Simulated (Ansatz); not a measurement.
MnF2 (rutile), relaxed and computed with several functionals in Ansatz (plane waves, PAW).

```tsv
functional	a (Å)	c (Å)	V (Å³/atom)	gap (eV)	B₀ by P(V) fit (GPa)	spin order and moments (μB)
PBE	4.936	3.321	13.49	2.24	81.2	antiferromagnetic; net 0.00 per atom; largest site about 4.7
HSE06	4.903	3.307	13.25	4.81	87.8	antiferromagnetic; net 0.00 per atom; largest site about 4.8
PBEsol	4.854	3.273	12.85	2.04	91.5	antiferromagnetic; net 0.00 per atom; largest site about 4.7
r²SCAN	4.867	3.294	13.01	3.00	95.2	antiferromagnetic; net 0.00 per atom; largest site about 4.7
```

Spin orders computed, not proven ground states: MnF2, rutile with PBE antiferromagnetic; MnF2, rutile with HSE06 antiferromagnetic; MnF2, rutile with PBEsol antiferromagnetic; MnF2, rutile with r²SCAN antiferromagnetic. All cells were relaxed under the symmetry of their starts (and spin orders); stability against distortions was not tested throughout. No Hubbard U is applied.

Potentials: the later of the program's two PAW sets.

Ansatz (a first-principles code) is a plane-wave DFT program.
